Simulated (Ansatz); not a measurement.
NiGe in space group Pnma (No. 62; Ni on 4c, Ge on 4c) at seven volumes, the program Ansatz at the LDA level (PAW), shape and atoms relaxed at each. One row is withheld.

| V (Å³/atom) | P (GPa) |
|---|---|
| 11.589 | 19.40 |
| 11.971 | ? |
| 12.353 | 5.38 |
| 12.736 | 0.00 |
| 13.118 | -4.43 |
| 13.500 | -8.18 |
| 13.882 | -11.35 |

### Question
Fit the shown pressures and predict the withheld one.

### Answer
Third-order Birch–Murnaghan: P = (3/2)B₀(x^(7/2) − x^(5/2))[1 + (3/4)(B′ − 4)(x − 1)] with x = (V₀/V)^(2/3). Least squares on the six rows gives V₀ = 12.738 Å³/atom, B₀ = 162.6 GPa, B′ = 4.91. At V = 11.971, x = 1.0423 and P = 11.76 GPa. The run itself gave 11.78 GPa.

The LDA relaxation kept the symmetry of its start. No spin polarisation was allowed.

Potentials: the later of the program's two PAW sets.
